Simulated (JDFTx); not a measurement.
System: trimethylarsine, C3H9As (SMILES C[As](C)C), charge 0, multiplicity 1; geometry: optimised with GFN2-xTB in vacuum (no frequencies checked; largest PBE force component 0.5 eV/Å). Coordinates in Å:
```
C     0.85   -1.52   -0.03
As    0.16    0.04   -1.04
C     1.16    1.41   -0.03
C    -1.53    0.22   -0.03
H     0.79   -1.34    1.04
H     1.89   -1.70   -0.30
H     0.27   -2.41   -0.28
H     1.03    1.28    1.04
H     0.81    2.41   -0.30
H     2.22    1.36   -0.27
H    -1.35    0.18    1.04
H    -2.02    1.16   -0.27
H    -2.22   -0.59   -0.30
```

Computed with JDFTx (a modified build): PBE, GBRV ultrasoft potentials, plane waves to 20/100 Ha. Liquid: CANDLE, water, 2 M NaF. The liquid run sits in a periodic box with 3.75 Å from the outermost atoms to the faces; the vacuum run is isolated. The box matters at about 0.01 eV. The solvation energy is E(in liquid) − E(vacuum) at fixed geometry, with no thermal, conformational or standard-state terms added.

The values are those of the intact species: the continuum can't coordinate to it or react with it.

Task: What does the calculation give for the solvation energy, its fluid terms and the levels?

Result: 
* **solvation energy**: 0.4 kJ/mol
* **part: cavitation term of the fluid**: 58 kJ/mol
* **part: dispersion term of the fluid**: -48 kJ/mol
* **part: electrostatic term of the fluid**: -12.3 kJ/mol
* **part: distortion of the solute's electrons**: 2.3 kJ/mol
* **dipole moment in vacuum**: 0.84 D
* **dipole moment in the liquid**: 1.42 D
* **highest occupied level in vacuum (zero: vacuum level)**: -5.53 eV
* **highest occupied level in the liquid (zero: bulk electrolyte)**: -5.45 eV
